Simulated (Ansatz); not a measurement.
input.yaml (Ansatz)

```yaml
crystal:
  lattice:
    - [4.4269103521, 0.0, 0.0]
    - [-2.2134551761, 3.8338168252, 0.0]
    - [0.0, 0.0, 2.8384165406]
  atoms:
    - { symbol: Ga, position: [0.0, 0.0, 0.0] }
    - { symbol: Ga, position: [0.3333333333, 0.6666666667, 0.5] }
    - { symbol: Ga, position: [0.6666666667, 0.3333333333, 0.5] }
hamiltonian:
  xc: lda
  pseudopotentials:
    kind: paw
    azcp:
      Ga: "pseudopotentials/Ga.paw.azcp"
basis:
  ecutwfc: 420
  fft_grid_basis: typed
kpoints:
  mp_grid: { grid: [9, 9, 12], shift: [0, 0, 0] }
magnetization:
  spin_polarized: false
scf:
  occupations: { method: fermi_dirac, width: 0.1 }
  lower_state_search: "off"
output:
  stress: true
```

Terminal output

```
Warning: the record states the generating functional pbe (its physics header spells it `PBE`), which answers neither for hamiltonian.xc's functional nor for the lda family's — results may be inconsistent (PPs are generated against a specific XC)
Engine: ansatz 0.2.0, aarch64-unknown-linux-gnu
Pseudopotentials: kind: paw
Pseudopotential: Ga, paw, valence charge 13, recommended cutoff 420 eV (normal) 
Functional definition: SPW92
  exchange = slater_x
  correlation = pw_c
Crystal: 3 atoms, lattice volume = 48.174 Å³
Basis set: ecut = 420 eV, 939 PW (Γ)
Bands: 24, of which v1, the nominal top of the filled ones, is band 20 counted from 1 (19 counted from 0)
Symmetry: 24 space group operations
Space group: P6/mmm (ITA 191), of the structure as read, at distance tolerance 3.6e-5 Å
k-points: 84 of 972
Non-local potential: Ga, projectors of the file, l = 0: 2, l = 1: 2, l = 2: 3, l = 3: 1
PAW form: soft (Blöchl's): semilocal exchange-correlation on the pseudo side does not see the compensation charge
PAW frozen core: Ga, regenerated for the run's functional, and the local potential with it (the file was generated under x = pbe(κ = 0.804, μ = 0.2195149727645171), c = pbe(β = 0.06672455060314922))
PAW one-centre angular grid: Ga, 590 points (default); XC on 64 Gauss nodes
Initial density: superposition of atomic densities (neutral atoms: chi_scale 0, normalization atom), corrected by the library's trained network
Initial wavefunctions: pseudopotential atomic-orbital guess
Functional: x = slater, c = lda
SCF iter   1: F=—  HF=-11120.637172 eV  |F-HF|=—  |Δ(HF+E_count)|=         —  Δρ=6.69e-3  dr2=7.40e-3  ethr=1.77e-3  ⟨swp⟩=5.0  Hψ=7893  notcnv=0
SCF iter   2: F=—  HF=-11120.635131 eV  |F-HF|=—  |Δ(HF+E_count)|=   2.04e-3  Δρ=3.27e-3  dr2=2.52e-3  ethr=1.90e-5  ⟨swp⟩=2.3  Hψ=4136  notcnv=0
SCF iter   3: F=—  HF=-11120.634650 eV  |F-HF|=—  |Δ(HF+E_count)|=   4.80e-4  Δρ=1.41e-3  dr2=3.37e-4  ethr=6.46e-6  ⟨swp⟩=2.0  Hψ=3629  notcnv=0
SCF iter   4: F=—  HF=-11120.634436 eV  |F-HF|=—  |Δ(HF+E_count)|=   2.14e-4  Δρ=1.32e-4  dr2=8.32e-6  ethr=8.64e-7  ⟨swp⟩=2.0  Hψ=3492  notcnv=0
SCF iter   5: F=—  HF=-11120.634430 eV  |F-HF|=—  |Δ(HF+E_count)|=   6.04e-6  Δρ=5.87e-5  dr2=8.92e-7  ethr=2.13e-8  ⟨swp⟩=2.0  Hψ=3611  notcnv=0
SCF iter   6: F=-11120.634430 eV  HF=-11120.634430 eV  |F-HF|=4.31e-8  |Δ(HF+E_count)|=   1.49e-7  Δρ=1.39e-5  dr2=3.04e-8  ethr=2.56e-10  ⟨swp⟩=4.9  Hψ=8483  notcnv=0
SCF 1 converged in 6 iterations: F = -11120.634430 eV  dr2 = 3.04e-8
SCF converged after 6 iterations
Free energy (F): -11120.634430 eV
Harris-Foulkes:  -11120.634430 eV  (|F-HF|=4.31e-8)
Internal energy: -11120.588618 eV  (E = F + TS)
E sigma→0 (E₀):  -11120.611524 eV
Entropy (-TS):   -0.045812 eV (-15.271 meV/atom)
Fermi energy:    11.669710 eV
--- Per-component energies (eV) ---
  E_band       = -40.075460
  E_kinetic    = 351.330345
  E_local      = -5024.475212  (includes V_loc(G=0)·N_el)
  E_nonlocal   = 1271.992365
  E_hartree    = 2382.290943
  E_xc         = -211.066059
  E_vxc        = -181.182137  (∫ρ·V_xc dr)
  E_paw        = -5727.208993  (= ΣΔE_a)
  E_vpaw       = -1222.321234  (= ΣTr[D̂ρ^β])
  E_aug_tail   = -0.000409  (compensation charges beyond the density's cutoff)
  E_ewald      = -4168.637039
  E_core_change = 5.185440  (= ΣΔE_core)
  E_smearing   = -0.045812  (= −TS)
  E_closure    = -0.000000  (closes the sum)
  Σ components = -11120.634430   (vs F -11120.634430, Δ=0.00e0)
--- Stress (GPa, compression-positive) ---
        7.010398      -0.000000       0.000000
       -0.000000       7.010398       0.000000
        0.000000       0.000000       5.552800
  P = ⅓ Tr σ = 6.5245 GPa (65.245 kbar)
```
